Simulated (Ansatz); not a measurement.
**Cold compression of AlCu (rocksalt type)**

```
CELL_PARAMETERS angstrom
0.00000 2.49158 2.49158
2.49158 0.00000 2.49158
2.49158 2.49158 0.00000
ATOMIC_POSITIONS crystal
Cu 0.00000 0.00000 0.00000
Al 0.50000 0.50000 0.50000
```

The cell comes from a relaxation on PAW files under the same functional, begun from a prototype that needn't be the stable phase.

Its volume is scaled at fixed shape and fractional positions.

Level of theory: DFT with PBEsol, scalar-relativistic, in Ansatz 0.2.0; a Γ-centred 14×14×14 k mesh, Fermi–Dirac smearing of 0.1 eV, no spin polarisation. LAPW: all electrons, basis error target 1 meV/atom; PAW: frozen-core files, cutoff 420 eV; crystal datasets: all electrons, by PAW datasets that the program makes for each cell; norm-conserving: pseudopotentials, cutoff 1252 eV; PAW (core large): files with a larger core, cutoff 420 eV.

Energies are extrapolated to zero smearing and count from the unscaled cell; pressure is positive in compression; gaps take the mesh and a band path. No temperature or zero-point motion is included.

The PAW files were made under PBE.

```
V/V0  V (Å³/atom)  P LAPW (GPa)  ΔE LAPW (eV/atom)  P PAW − LAPW (GPa)  ΔE PAW − LAPW (meV/atom)
1.00        15.47          0.00              0.000               -0.01                       0.0
0.94        14.54             ?                  ?                   ?                         ?
0.88        13.61         15.14              0.078                0.02                       0.1
0.80        12.37          32.6              0.256                0.07                       0.3
0.72        11.14          60.2              0.606                0.15                       1.2
0.64         9.90         105.1              1.229                0.24                       2.7
0.55         8.51         194.0              2.488               -0.03                       4.2
```

**Question.** Fit the Vinet equation to the LAPW pressures shown (residuals weighted by 1/(|P| + 0.03·Pmax)), and predict the pressure of the withheld row.

**Answer.** The fit gives V0 = 15.47 Å³/atom, B0 = 87.5 GPa and B0′ = 4.71. At 14.54 Å³/atom, x = (V/V0)^(1/3) = 0.9796, and P = 3·B0·(1 − x)/x²·exp[1.5·(B0′ − 1)·(1 − x)] = 6.27 GPa. The run itself gave 6.34 GPa (-1.1 % off) and ΔE = 0.017 eV/atom.

**Question.** From the table, what is the rise of the enthalpy H = E + pV up to the last row, and how stiff is the crystal between the last two rows?

**Answer.** ΔH = 2.488 eV + (194.0 GPa × 8.51 Å³ − 0.00 GPa × 15.47 Å³) × 0.006242 eV/(GPa·Å³) = 12.79 eV/atom, of which pV makes 81 %. The mean bulk modulus there is −ΔP/Δln V = 586 GPa.

**Question.** At the smallest volume, how far do crystal datasets and norm-conserving and PAW (core large) lie from LAPW in pressure?

**Answer.** crystal datasets: 0.00 GPa; norm-conserving: +2.80 GPa; PAW (core large): -0.03 GPa, on a LAPW pressure of 194.0 GPa.

**Question.** How do the Löwdin populations by LAPW change from the unscaled cell to the last row?

**Answer.** Cu 3s 1.96 → 1.92, Cu 4s 0.75 → 0.70, Al 3s 1.30 → 1.05, Al 3p 2.18 → 2.55 electrons an atom. These are projections on the shells that the free atoms fill; 0.09 e a cell lies outside them at the start and 0.10 e at the end.
